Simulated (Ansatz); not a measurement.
A geometry of SnO₂ away from equilibrium: the start of the relaxation of a generated trial cell of SnO2 in the AFLOW prototype A2B_oC12_36_2a_a (C24, as in HgBr2). Level of theory: PBEsol (plane waves to 420 eV, PAW, scalar-relativistic; Ansatz, an electronic-structure program). Γ-centred k-mesh 8×8×3 on the run's cell (coarser than for final values), Fermi–Dirac smearing 0.05 eV.

```xyz
6
Lattice="1.6500 -2.4226 0.0000 1.6500 2.4226 0.0000 0.0000 0.0000 8.8818" Properties=species:S:1:pos:R:3:forces:R:3 pbc="T T T" free_energy=-14129.632 pressure_GPa=32.0
O      1.6500    -0.8091     4.4409    0.0000   -6.0835    2.2721
O      1.6500     0.8091     0.0000    0.0000    6.0835    2.2721
O      1.6500    -2.1270     5.6311    0.0000    0.3138    4.1156
O      1.6500     2.1270     1.1902    0.0000   -0.3138    4.1156
Sn     1.6500    -0.5087     7.6916    0.0000   -6.0693   -6.3876
Sn     1.6500     0.5087     3.2507    0.0000    6.0693   -6.3876
```

Positions in Å, forces in eV/Å, free energy of the cell in eV (comparable only within this code, potentials and settings). Largest force: 8.81 eV/Å, on Sn5, Sn6 (atoms numbered as listed); the geometry lies 2.09 eV/atom above the end of its relaxation.

No spin polarisation in the result. Without a van der Waals term the distances between weakly bound units are poorly fixed.

The run could not lose the symmetry of its start: the end is stationary, and may be a saddle point rather than a minimum.

The end of the path is a generated cell of SnO2: the first start was made by placing the elements on the sites of a structure type, and the end was not matched to a known phase here, so it may be hypothetical. Known forms of SnO2 include space group No. 136.
